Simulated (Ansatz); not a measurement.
Tl(CuS)2 (space group I4/mmm)

```
CELL_PARAMETERS angstrom
     -1.84926     1.84926     6.68817
      1.84926    -1.84926     6.68817
      1.84926     1.84926    -6.68817
ATOMIC_POSITIONS crystal
  Tl 0.00000 0.00000 0.00000
  Cu 0.75000 0.25000 0.50000
  Cu 0.25000 0.75000 0.50000
  S  0.64544 0.64544 0.00000
  S  0.35456 0.35456 0.00000
```

The slice is a (001) plane (indices of the conventional cell) through the point (0.750, 0.250, 0.500) (fractional), spanned by u = [101] and v = [011] in vectors of this cell: u (3.70 Å) and v (3.70 Å, at 90° to u). It covers one period; positions are fractions (u, v).

Computed with PBEsol (plane waves to 420 eV, PAW, scalar-relativistic; Ansatz, a quantum-chemistry and plane-wave program). k mesh 18×18×18. These are valence fields of a PAW run, semicore shells included where kept as valence: close to a nucleus they are smooth pseudo fields. Spin-orbit coupling is left out, though Tl is heavy. Tl(CuS)2 is run without spin polarisation. Tl(CuS)2 was relaxed with its symmetry unable to fall.

Question: Sketch the electron localisation function (ELF) on this plane as a map.

Answer: 
| v \ u | 0.00 | 0.11 | 0.21 | 0.32 | 0.43 | 0.54 | 0.64 | 0.75 | 0.86 | 0.96 |
|---|---|---|---|---|---|---|---|---|---|---|
| 0.96 | x | x | 0.18 | 0.18 | 0.29 | 0.30 | 0.23 | 0.16 | 0.31 | x |
| 0.86 | 0.33 | 0.23 | 0.16 | 0.21 | 0.23 | 0.23 | 0.23 | 0.15 | 0.20 | 0.31 |
| 0.75 | 0.16 | 0.15 | 0.18 | 0.17 | 0.15 | 0.16 | 0.15 | 0.19 | 0.15 | 0.16 |
| 0.64 | 0.23 | 0.23 | 0.18 | 0.17 | 0.27 | 0.31 | 0.20 | 0.15 | 0.23 | 0.23 |
| 0.54 | 0.31 | 0.27 | 0.15 | 0.22 | x | x | 0.31 | 0.16 | 0.23 | 0.30 |
| 0.43 | 0.29 | 0.26 | 0.16 | 0.21 | x | x | 0.27 | 0.15 | 0.23 | 0.29 |
| 0.32 | 0.18 | 0.20 | 0.19 | 0.16 | 0.21 | 0.22 | 0.17 | 0.17 | 0.21 | 0.18 |
| 0.21 | 0.18 | 0.16 | 0.16 | 0.19 | 0.16 | 0.15 | 0.18 | 0.18 | 0.16 | 0.18 |
| 0.11 | x | 0.29 | 0.16 | 0.20 | 0.26 | 0.27 | 0.23 | 0.15 | 0.23 | x |
| 0.00 | x | x | 0.18 | 0.18 | 0.29 | 0.31 | 0.23 | 0.16 | 0.33 | x |

Values: electron localisation function (ELF). Points within 0.5 Å of a nucleus are blanked (x), as the pseudised field means little there.
